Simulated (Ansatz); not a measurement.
The start is a generated cell, TaSi2 placed in the MoSi2 structure type. Cell shape, volume and atoms are optimised at zero target pressure with r2SCAN (plane waves to 500 eV, PAW, scalar-relativistic; Ansatz, an electronic-structure program). The first steps use a coarse 10×10×10 k-mesh.

Input geometry:
```
TaSi2
1.0
   -1.63324     1.63324     3.99742
    1.63324    -1.63324     3.99742
    1.63324     1.63324    -3.99742
Ta Si
1 2
Direct
  0.00000   0.00000   0.00000
  0.33530   0.33530   0.00000
  0.66470   0.66470   0.00000
```

**Question.** What pressure does the first self-consistent step give?

**Answer.** +5 GPa (positive: the cell is compressed).

**Question.** How does the volume per atom move from start to end?

**Answer.** +2.0 %, from 14.22 to 14.50 Å³/atom.

**Question.** What band gap does the relaxed structure have at this level?

**Answer.** Zero (metallic).

**Question.** Write out the relaxed structure.

**Answer.** 
```cif
data_Si4Ta2
_chemical_formula_sum 'Ta2 Si4'
_space_group_name_H-M_alt 'I4/mmm'
_space_group_IT_number 139
_space_group_name_Hall '-I 4 2'
_cell_length_a 3.26698
_cell_length_b 3.26698
_cell_length_c 8.15214
_cell_angle_alpha 90.000
_cell_angle_beta 90.000
_cell_angle_gamma 90.000
loop_
_atom_site_label
_atom_site_type_symbol
_atom_site_symmetry_multiplicity
_atom_site_Wyckoff_symbol
_atom_site_fract_x
_atom_site_fract_y
_atom_site_fract_z
_atom_site_occupancy
Ta1 Ta 2 a 0.00000 0.00000 0.00000 1
Si1 Si 4 e 0.00000 0.00000 0.33167 1
```
(The calculation used a cell of 3 atoms; values per cell refer to that cell.)

The space group stays I4/mmm (No. 139) (the run could not lower it); the end is AFLOW prototype AB2_tI6_139_a_e (C11_b, as in Si2Mo), with 3 atoms in the primitive cell. Final values are on a 20×20×20 k-mesh of the relaxed cell. No spin polarisation in the result. The relaxed primitive cell holds an odd number of electrons. A magnetic state may lie lower.

The run could not lose the symmetry of its start; a randomly shaken copy of 6 atoms returns to this structure.

The relaxed structure here is a generated cell of TaSi2: the first start was made by placing the elements on the sites of a structure type, and the end was not matched to a known phase here, so it may be hypothetical. Known forms of TaSi2 include space group No. 181.
